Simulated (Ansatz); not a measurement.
A generator proposed this cell of Na2CrCuC6N6.

```cif
data_structure
_symmetry_space_group_name_H-M 'P 1'
_symmetry_Int_Tables_number 1
_cell_length_a 7.2344
_cell_length_b 7.2344
_cell_length_c 7.2344
_cell_angle_alpha 60.000
_cell_angle_beta 60.000
_cell_angle_gamma 60.000
_cell_volume 267.73
loop_
_atom_site_label
_atom_site_type_symbol
_atom_site_fract_x
_atom_site_fract_y
_atom_site_fract_z
_atom_site_occupancy
Na1 Na 0.25000 0.25000 0.25000 1
Na2 Na 0.75000 0.75000 0.75000 1
Cr1 Cr 0.00000 0.00000 0.00000 1
Cu1 Cu 0.50000 0.50000 0.50000 1
C1 C 0.81058 0.18942 0.18942 1
C2 C 0.18942 0.81058 0.18942 1
C3 C 0.18942 0.18942 0.81058 1
C4 C 0.18942 0.81058 0.81058 1
C5 C 0.81058 0.18942 0.81058 1
C6 C 0.81058 0.81058 0.18942 1
N1 N 0.69622 0.30378 0.30378 1
N2 N 0.30378 0.69622 0.30378 1
N3 N 0.30378 0.30378 0.69622 1
N4 N 0.30378 0.69622 0.69622 1
N5 N 0.69622 0.30378 0.69622 1
N6 N 0.69622 0.69622 0.30378 1
```

Computed with Ansatz, DFT PBE, scalar-relativistic, plane waves, PAW. Cutoff 420 eV; k points 4×4×4 on the computed 16-atom cell (Γ-centred); Gaussian smearing, width 0.10 eV; collinear spin from starting moments 0.0 0.0 3.0 1.0 0.0 0.0 0.0 0.0 0.0 0.0 0.0 0.0 0.0 0.0 0.0 0.0 μB.

Energies over the elements count from the elements' standard structures at the same level (N₂ as a molecule), with no fitted energy shifts.

Question: Estimate its pressure, forces and energy as it stands.

Answer: The pressure is 6.0 GPa (it wants to expand), the largest force is 0.13 eV/Å, and the energy is +0.29 eV/atom against the elements. The shortest distance is 1.17 Å.

Question: Is it a good guess?

Answer: A fair one: relaxing gains under 0.1 eV/atom (the start's value is from the coarse mesh, so the gain is rough) in 11 ionic steps and ends at +0.25 eV/atom on the finer mesh. The symmetry stays Fm-3m (No. 225). The volume per atom grows by 14.1 %, from 16.7 to 19.1 Å³. The shortest distance stays 1.17 Å (C–N). Conventional cell: a = 10.691 Å. Na has 12 N at 3.81 Å and 12 C at 3.84 Å (long against covalent radii, as for large ions); around Cr lie 6 C at 2.01 Å; Cu is surrounded by 6 N at 2.16 Å; around C lie 1 N at 1.17 Å, 1 Cr at 2.01 Å, 4 C at 2.85 Å, 1 Cu at 3.33 Å, 4 N at 3.77 Å, 4 Na at 3.84 Å and 4 N at 3.97 Å; N has 1 C at 1.17 Å, 1 Cu at 2.16 Å, 4 N at 3.05 Å, 1 Cr at 3.19 Å, 4 C at 3.77 Å, 4 Na at 3.81 Å and 4 C at 3.97 Å.

The last run used collinear spin, a 6×6×6 mesh for its 16-atom cell and Gaussian smearing of 0.10 eV. The reference form of C is held partly by dispersion forces, which this level lacks. Another magnetic order may lie lower. The relaxation can't lower the symmetry of the start, and the grade says only how near the guess is to its own end. Symmetry constrained the relaxation, so the result can be a saddle point.
